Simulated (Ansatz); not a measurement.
Calculated with Ansatz: Ag2BiO2, relaxation

Run with:

```bash
ansatz run input.yaml --threads 2 --pin off --max-ram 3584MiB --backend cpu --events-out ev --progress --plain --runs-dir out
```

The input file (Ansatz 0.2.0, plane waves):

```yaml
crystal:
  lattice:
    - [0.0, 3.262632, 0.0]
    - [4.940782, 0.0, 0.0]
    - [2.470391, 1.631316, -5.367706]
  atoms:
    - { symbol: Bi, position: [0.0, 0.0, 0.0] }
    - { symbol: O, position: [0.3627, 0.8627, 0.2746] }
    - { symbol: O, position: [0.6373, 0.1373, 0.7254] }
    - { symbol: Ag, position: [0.35758, 0.35758, 0.28484] }
    - { symbol: Ag, position: [0.64242, 0.64242, 0.71516] }
  symmetry: { tolerance: 0.0003 }
kpoints:
  mp_grid: { grid: [6, 6, 6], shift: [0, 0, 0] }
magnetization:
  spin_polarized: false
scf:
  occupations: { method: gaussian, width: 0.1458 }
  lower_state_search: "off"
hamiltonian:
  pseudopotentials: { kind: paw }
  xc: pbe
basis:
  ecutwfc: 420
  fft_grid_basis: typed
relax:
  max_steps: 80
  cell: { p_target: 0.0 }
output:
  forces: true
  stress: true
  eigenvalues: true
  bader: true
  populations: true
  elf: true
  write_potential: true
  volumetric_format: npy
  dos:
    e_range: [-12, 8]
    de: 0.05
    projected: { site_lists: { Ag: [Ag], Bi: [Bi], O: [O] } }
checkpoint:
  read: saved_state
```

Origin of the cell: a known structure type with other elements, at an estimated volume, so it need not be a known compound.

The saved state is a converged single point of the same cell.

Steps («new basis» is an SCF on plane waves selected anew at the same cell):

| step | ΔF (meV/atom) | max force component (eV/Å) | P (GPa) | volume (Å³) | SCF iterations | step was |
| --- | --- | --- | --- | --- | --- | --- |
| 1 | 0.0 | 2.283 | 6.45 | 86.53 | 7 | accepted |
| 2 | -133.6 | 0.392 | -0.81 | 86.22 | 7 | accepted |
| 3 | -142.6 | 0.129 | 3.99 | 80.20 | 7 | accepted |
| 4 | -149.1 | 0.074 | 0.36 | 83.47 | 6 | accepted |
| 5 | -150.0 | 0.101 | -0.25 | 83.73 | 6 | accepted |
| 6 | -150.8 | 0.086 | -0.24 | 83.86 | 6 | accepted |
| 7 | -152.4 | 0.032 | 0.11 | 84.33 | 7 | accepted |
| 8 | -156.2 | 0.078 | 0.76 | 86.31 | 8 | accepted |
| 9 | -162.3 | 0.055 | -0.20 | 89.47 | 8 | accepted |
| 10 | -161.0 | 0.149 | 0.19 | 89.52 | 8 | rejected |
| 11 | -164.6 | 0.050 | 0.16 | 89.60 | 12 | accepted |
| 12 | -164.8 | 0.043 | -0.28 | 90.29 | 7 | accepted |
| 13 | -162.7 | 0.050 | 0.24 | 90.01 | 7 | rejected |
| 14 | -165.1 | 0.004 | 0.02 | 90.02 | 11 | accepted |
| 15 | -165.1 | 0.003 | -0.02 | 90.05 | 7 | accepted |
| 16 | -180.5 | 0.014 | 1.02 | 90.05 | 9 | new basis |
| 17 | -184.8 | 0.011 | 0.73 | 90.81 | 7 | accepted |
| 18 | -189.8 | 0.010 | -0.17 | 92.07 | 7 | accepted |
| 19 | -194.9 | 0.136 | -0.35 | 91.29 | 7 | accepted |
| 20 | -200.7 | 0.056 | -0.57 | 91.05 | 7 | accepted |
| 21 | -199.4 | 0.240 | 0.90 | 89.47 | 6 | rejected |
| 22 | -201.7 | 0.029 | 0.05 | 90.27 | 10 | accepted |
| 23 | -201.9 | 0.041 | -0.20 | 90.04 | 7 | accepted |
| 24 | -202.0 | 0.002 | -0.01 | 90.07 | 6 | accepted |
| 25 | -218.8 | 0.020 | 1.11 | 90.07 | 9 | new basis |
| 26 | -232.8 | 0.057 | 1.33 | 89.23 | 7 | accepted |
| 27 | -245.8 | 0.024 | 0.66 | 89.15 | 7 | accepted |
| 28 | -254.3 | 0.093 | 0.55 | 88.13 | 7 | accepted |
| 29 | -254.0 | 0.134 | -0.09 | 88.62 | 5 | rejected |
| 30 | -254.9 | 0.096 | -0.37 | 88.79 | 9 | accepted |
| 31 | -255.4 | 0.041 | 0.13 | 88.31 | 6 | accepted |
| 32 | -255.4 | 0.003 | -0.02 | 88.48 | 6 | accepted |
| 33 | -262.6 | 0.011 | 0.47 | 88.48 | 8 | new basis |
| 34 | -264.2 | 0.069 | -0.17 | 88.85 | 5 | accepted |
| 35 | -264.5 | 0.009 | 0.11 | 88.51 | 4 | accepted |
| 36 | -264.4 | 0.001 | 0.00 | 88.64 | 5 | accepted |
| 37 | -264.6 | 0.001 | 0.02 | 88.64 | 6 | new basis |
| 38 | -264.6 | 0.000 | 0.00 | 88.63 | 5 | accepted |
| 39 | -264.6 | 0.000 | 0.00 | 88.63 | 4 | new basis |

Step 1, with forces in eV/Å:

```xyz
5
Lattice="0.000 3.263 0.000 4.941 0.000 0.000 2.470 1.631 -5.368" Properties=species:S:1:pos:R:3:forces:R:3 pbc="T T T" step=1
Bi    0.000    0.000    0.000    0.000    0.000    0.000
O     4.941    1.631   -1.474    0.000    0.000   -2.283
O     2.470    3.263   -3.894    0.000    0.000    2.283
Ag    2.470    1.631   -1.529    0.000    0.000   -0.090
Ag    4.941    3.263   -3.839    0.000    0.000    0.090
```

Step 2, with forces in eV/Å:

```xyz
5
Lattice="0.000 3.423 0.000 4.868 0.000 0.000 2.434 1.712 -5.174" Properties=species:S:1:pos:R:3:forces:R:3 pbc="T T T" step=2
Bi    0.000    0.000    0.000    0.000    0.000    0.000
O     4.868    1.712   -1.609    0.000    0.000   -0.392
O     2.434    3.423   -3.565    0.000    0.000    0.392
Ag    2.434    1.712   -1.527    0.000    0.000   -0.043
Ag    4.868    3.423   -3.646    0.000    0.000    0.043
```

Step 3, with forces in eV/Å:

```xyz
5
Lattice="0.000 3.443 0.000 4.671 0.000 0.000 2.335 1.722 -4.986" Properties=species:S:1:pos:R:3:forces:R:3 pbc="T T T" step=3
Bi    0.000    0.000    0.000    0.000    0.000    0.000
O     4.671    1.722   -1.637    0.000    0.000   -0.096
O     2.335    3.443   -3.349    0.000    0.000    0.096
Ag    2.335    1.722   -1.495    0.000    0.000    0.129
Ag    4.671    3.443   -3.492    0.000    0.000   -0.129
```

Step 5, with forces in eV/Å:

```xyz
5
Lattice="0.000 3.497 0.000 4.679 0.000 0.000 2.339 1.749 -5.117" Properties=species:S:1:pos:R:3:forces:R:3 pbc="T T T" step=5
Bi    0.000    0.000    0.000    0.000    0.000    0.000
O     4.679    1.749   -1.658    0.000    0.000    0.101
O     2.339    3.497   -3.459    0.000    0.000   -0.101
Ag    2.339    1.749   -1.518    0.000    0.000   -0.043
Ag    4.679    3.497   -3.599    0.000    0.000    0.043
```

Step 6, with forces in eV/Å:

```xyz
5
Lattice="0.000 3.527 0.000 4.656 0.000 0.000 2.328 1.764 -5.106" Properties=species:S:1:pos:R:3:forces:R:3 pbc="T T T" step=6
Bi    0.000    0.000    0.000    0.000    0.000    0.000
O     4.656    1.764   -1.645    0.000    0.000    0.086
O     2.328    3.527   -3.461    0.000    0.000   -0.086
Ag    2.328    1.764   -1.523    0.000    0.000   -0.030
Ag    4.656    3.527   -3.583    0.000    0.000    0.030
```

Step 7, with forces in eV/Å:

```xyz
5
Lattice="0.000 3.550 0.000 4.589 0.000 0.000 2.294 1.775 -5.177" Properties=species:S:1:pos:R:3:forces:R:3 pbc="T T T" step=7
Bi    0.000    0.000    0.000    0.000    0.000    0.000
O     4.589    1.775   -1.627    0.000    0.000    0.032
O     2.294    3.550   -3.550    0.000    0.000   -0.032
Ag    2.294    1.775   -1.571    0.000    0.000   -0.018
Ag    4.589    3.550   -3.606    0.000    0.000    0.018
```

Step 8, with forces in eV/Å:

```xyz
5
Lattice="0.000 3.634 0.000 4.380 0.000 0.000 2.190 1.817 -5.423" Properties=species:S:1:pos:R:3:forces:R:3 pbc="T T T" step=8
Bi    0.000    0.000    0.000    0.000    0.000    0.000
O     4.380    1.817   -1.581    0.000    0.000    0.068
O     2.190    3.634   -3.842    0.000    0.000   -0.068
Ag    2.190    1.817   -1.742    0.000    0.000   -0.078
Ag    4.380    3.634   -3.682    0.000    0.000    0.078
```

Step 9, with forces in eV/Å:

```xyz
5
Lattice="0.000 3.668 0.000 4.288 0.000 0.000 2.144 1.834 -5.689" Properties=species:S:1:pos:R:3:forces:R:3 pbc="T T T" step=9
Bi    0.000    0.000    0.000    0.000    0.000    0.000
O     4.288    1.834   -1.533    0.000    0.000   -0.055
O     2.144    3.668   -4.157    0.000    0.000    0.055
Ag    2.144    1.834   -1.973    0.000    0.000   -0.031
Ag    4.288    3.668   -3.716    0.000    0.000    0.031
```

Step 11, with forces in eV/Å:

```xyz
5
Lattice="0.000 3.622 0.000 4.257 0.000 0.000 2.128 1.811 -5.812" Properties=species:S:1:pos:R:3:forces:R:3 pbc="T T T" step=11
Bi    0.000    0.000    0.000    0.000    0.000    0.000
O     4.257    1.811   -1.545    0.000    0.000   -0.050
O     2.128    3.622   -4.267    0.000    0.000    0.050
Ag    2.128    1.811   -2.070    0.000    0.000   -0.011
Ag    4.257    3.622   -3.742    0.000    0.000    0.011
```

Step 16, with forces in eV/Å:

```xyz
5
Lattice="0.000 3.601 0.000 4.205 0.000 0.000 2.102 1.800 -5.948" Properties=species:S:1:pos:R:3:forces:R:3 pbc="T T T" step=16
Bi    0.000    0.000    0.000    0.000    0.000    0.000
O     4.205    1.800   -1.555    0.000    0.000   -0.014
O     2.102    3.601   -4.393    0.000    0.000    0.014
Ag    2.102    1.800   -2.181    0.000    0.000    0.002
Ag    4.205    3.601   -3.767    0.000    0.000   -0.002
```

Step 17, with forces in eV/Å:

```xyz
5
Lattice="0.000 3.609 0.000 4.126 0.000 0.000 2.063 1.804 -6.099" Properties=species:S:1:pos:R:3:forces:R:3 pbc="T T T" step=17
Bi    0.000    0.000    0.000    0.000    0.000    0.000
O     4.126    1.804   -1.552    0.000    0.000    0.011
O     2.063    3.609   -4.547    0.000    0.000   -0.011
Ag    2.063    1.804   -2.299    0.000    0.000   -0.004
Ag    4.126    3.609   -3.799    0.000    0.000    0.004
```

Step 18, with forces in eV/Å:

```xyz
5
Lattice="0.000 3.611 0.000 4.032 0.000 0.000 2.016 1.806 -6.323" Properties=species:S:1:pos:R:3:forces:R:3 pbc="T T T" step=18
Bi    0.000    0.000    0.000    0.000    0.000    0.000
O     4.032    1.806   -1.543    0.000    0.000   -0.010
O     2.016    3.611   -4.780    0.000    0.000    0.010
Ag    2.016    1.806   -2.455    0.000    0.000   -0.010
Ag    4.032    3.611   -3.869    0.000    0.000    0.010
```

Step 19, with forces in eV/Å:

```xyz
5
Lattice="0.000 3.572 0.000 3.878 0.000 0.000 1.939 1.786 -6.591" Properties=species:S:1:pos:R:3:forces:R:3 pbc="T T T" step=19
Bi    0.000    0.000    0.000    0.000    0.000    0.000
O     3.878    1.786   -1.552    0.000    0.000    0.110
O     1.939    3.572   -5.039    0.000    0.000   -0.110
Ag    1.939    1.786   -2.687    0.000    0.000    0.136
Ag    3.878    3.572   -3.904    0.000    0.000   -0.136
```

Step 20, with forces in eV/Å:

```xyz
5
Lattice="0.000 3.572 0.000 3.719 0.000 0.000 1.859 1.786 -6.854" Properties=species:S:1:pos:R:3:forces:R:3 pbc="T T T" step=20
Bi    0.000    0.000    0.000    0.000    0.000    0.000
O     3.719    1.786   -1.527    0.000    0.000    0.035
O     1.859    3.572   -5.327    0.000    0.000   -0.035
Ag    1.859    1.786   -2.778    0.000    0.000    0.056
Ag    3.719    3.572   -4.076    0.000    0.000   -0.056
```

Step 22, with forces in eV/Å:

```xyz
5
Lattice="0.000 3.571 0.000 3.673 0.000 0.000 1.836 1.786 -6.883" Properties=species:S:1:pos:R:3:forces:R:3 pbc="T T T" step=22
Bi    0.000    0.000    0.000    0.000    0.000    0.000
O     3.673    1.786   -1.513    0.000    0.000   -0.004
O     1.836    3.571   -5.370    0.000    0.000    0.004
Ag    1.836    1.786   -2.788    0.000    0.000    0.029
Ag    3.673    3.571   -4.095    0.000    0.000   -0.029
```

Step 25, with forces in eV/Å:

```xyz
5
Lattice="0.000 3.579 0.000 3.625 0.000 0.000 1.813 1.790 -6.941" Properties=species:S:1:pos:R:3:forces:R:3 pbc="T T T" step=25
Bi    0.000    0.000    0.000    0.000    0.000    0.000
O     3.625    1.790   -1.504    0.000    0.000    0.020
O     1.813    3.579   -5.437    0.000    0.000   -0.020
Ag    1.813    1.790   -2.808    0.000    0.000    0.001
Ag    3.625    3.579   -4.134    0.000    0.000   -0.001
```

Step 26, with forces in eV/Å:

```xyz
5
Lattice="0.000 3.555 0.000 3.482 0.000 0.000 1.741 1.777 -7.210" Properties=species:S:1:pos:R:3:forces:R:3 pbc="T T T" step=26
Bi    0.000    0.000    0.000    0.000    0.000    0.000
O     3.482    1.777   -1.495    0.000    0.000    0.057
O     1.741    3.555   -5.715    0.000    0.000   -0.057
Ag    1.741    1.777   -2.903    0.000    0.000   -0.015
Ag    3.482    3.555   -4.307    0.000    0.000    0.015
```

Step 27, with forces in eV/Å:

```xyz
5
Lattice="0.000 3.534 0.000 3.373 0.000 0.000 1.687 1.767 -7.477" Properties=species:S:1:pos:R:3:forces:R:3 pbc="T T T" step=27
Bi    0.000    0.000    0.000    0.000    0.000    0.000
O     3.373    1.767   -1.480    0.000    0.000    0.009
O     1.687    3.534   -5.997    0.000    0.000   -0.009
Ag    1.687    1.767   -2.987    0.000    0.000   -0.024
Ag    3.373    3.534   -4.490    0.000    0.000    0.024
```

Step 28, with forces in eV/Å:

```xyz
5
Lattice="0.000 3.486 0.000 3.267 0.000 0.000 1.633 1.743 -7.739" Properties=species:S:1:pos:R:3:forces:R:3 pbc="T T T" step=28
Bi    0.000    0.000    0.000    0.000    0.000    0.000
O     3.267    1.743   -1.482    0.000    0.000   -0.016
O     1.633    3.486   -6.257    0.000    0.000    0.016
Ag    1.633    1.743   -3.086    0.000    0.000    0.093
Ag    3.267    3.486   -4.653    0.000    0.000   -0.093
```

Step 30, with forces in eV/Å:

```xyz
5
Lattice="0.000 3.470 0.000 3.267 0.000 0.000 1.633 1.735 -7.833" Properties=species:S:1:pos:R:3:forces:R:3 pbc="T T T" step=30
Bi    0.000    0.000    0.000    0.000    0.000    0.000
O     3.267    1.735   -1.506    0.000    0.000    0.096
O     1.633    3.470   -6.327    0.000    0.000   -0.096
Ag    1.633    1.735   -3.110    0.000    0.000    0.028
Ag    3.267    3.470   -4.723    0.000    0.000   -0.028
```

Step 31, with forces in eV/Å:

```xyz
5
Lattice="0.000 3.458 0.000 3.246 0.000 0.000 1.623 1.729 -7.867" Properties=species:S:1:pos:R:3:forces:R:3 pbc="T T T" step=31
Bi    0.000    0.000    0.000    0.000    0.000    0.000
O     3.246    1.729   -1.490    0.000    0.000   -0.041
O     1.623    3.458   -6.377    0.000    0.000    0.041
Ag    1.623    1.729   -3.112    0.000    0.000   -0.016
Ag    3.246    3.458   -4.755    0.000    0.000    0.016
```

Step 34, with forces in eV/Å:

```xyz
5
Lattice="0.000 3.442 0.000 3.226 0.000 0.000 1.613 1.721 -8.002" Properties=species:S:1:pos:R:3:forces:R:3 pbc="T T T" step=34
Bi    0.000    0.000    0.000    0.000    0.000    0.000
O     3.226    1.721   -1.501    0.000    0.000   -0.040
O     1.613    3.442   -6.500    0.000    0.000    0.040
Ag    1.613    1.721   -3.163    0.000    0.000    0.069
Ag    3.226    3.442   -4.838    0.000    0.000   -0.069
```

Step 35, with forces in eV/Å:

```xyz
5
Lattice="0.000 3.438 0.000 3.211 0.000 0.000 1.606 1.719 -8.018" Properties=species:S:1:pos:R:3:forces:R:3 pbc="T T T" step=35
Bi    0.000    0.000    0.000    0.000    0.000    0.000
O     3.211    1.719   -1.504    0.000    0.000    0.009
O     1.606    3.438   -6.513    0.000    0.000   -0.009
Ag    1.606    1.719   -3.161    0.000    0.000   -0.007
Ag    3.211    3.438   -4.857    0.000    0.000    0.007
```

Step 39, with forces in eV/Å:

```xyz
5
Lattice="0.000 3.436 0.000 3.213 0.000 0.000 1.607 1.718 -8.027" Properties=species:S:1:pos:R:3:forces:R:3 pbc="T T T" step=39
Bi    0.000    0.000    0.000    0.000    0.000    0.000
O     3.213    1.718   -1.505    0.000    0.000    0.000
O     1.607    3.436   -6.522    0.000    0.000    0.000
Ag    1.607    1.718   -3.164    0.000    0.000    0.000
Ag    3.213    3.436   -4.863    0.000    0.000    0.000
```

* Free energy lowered by: 264.6 meV/atom
* Volume change: 2.43 %
* Final pressure: 0.00 GPa
* Relaxation steps listed: 39
* Formation energy (elements under the same functional, gases as molecules, uncorrected): -0.326 eV/atom

Caveats: no moments, though an odd count or open d shells may carry them; no spin-orbit coupling, though heavy elements are present; the k mesh is coarse if the cell is a metal; the relaxation held the start's symmetry, so the end may be a saddle point.

The run took 3.6 min on 2 threads of Arm Neoverse V1, on a shared host, peak memory 0.47 GiB, from a saved density.
